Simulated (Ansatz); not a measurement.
Below is a relaxed structure of TiAl4Ni3. The cell was found from a structure generator's guess, not taken from experiment.

Computed with DFT PBE, scalar-relativistic, plane waves, PAW in Ansatz 0.2.0. Cutoff 420 eV, Γ-centred mesh, Gaussian smearing, no spin polarisation.

```xyz
8
Lattice="4.0288 0.0000 0.0000 0.0000 4.0288 0.0000 0.0000 0.0000 6.5051" Properties=species:S:1:pos:R:3 pbc="T T T"
Ti    2.0144    2.0144    3.2526
Al    2.0144    0.0000    5.0197
Al    0.0000    2.0144    5.0197
Al    2.0144    0.0000    1.4854
Al    0.0000    2.0144    1.4854
Ni    0.0000    0.0000    0.0000
Ni    2.0144    2.0144    0.0000
Ni    0.0000    0.0000    3.2526
```

Formation energies are uncorrected and refer to the elements' standard structures at the same level.

**Question.** What space group does it have?

**Answer.** P4/mmm (No. 123). Conventional cell: a = 4.029 Å, c = 6.505 Å. Ti is surrounded by 8 Al at 2.68 Å, 4 Ni at 2.85 Å and 2 Ni at 3.25 Å; Al has 4 Ni at 2.50 Å, 2 Ni at 2.68 Å, 2 Ti at 2.68 Å and 5 Al at 2.85–2.97 Å; around Ni on its first site lie 8 Al at 2.50 Å, 4 Ni at 2.85 Å and 2 Ni at 3.25 Å; Ni on its second site has 8 Al at 2.50 Å, 4 Ni at 2.85 Å and 2 Ti at 3.25 Å; 1 more site not described.

**Question.** What is its formation energy per atom?

**Answer.** −0.52 eV/atom. It lies below the elements, which doesn't yet make it stable against other compounds or structures.

**Question.** Is it a metal?

**Answer.** Yes, bands cross the Fermi level on the 10×10×6 mesh.

The last run used a 10×10×6 mesh (in the run's order of axes) for its 8-atom cell and Gaussian smearing of 0.10 eV. Trial moments died out on the coarse mesh, so the last step has no spin; another magnetic start might hold. A structure relaxed within its symmetry needn't be a true minimum.
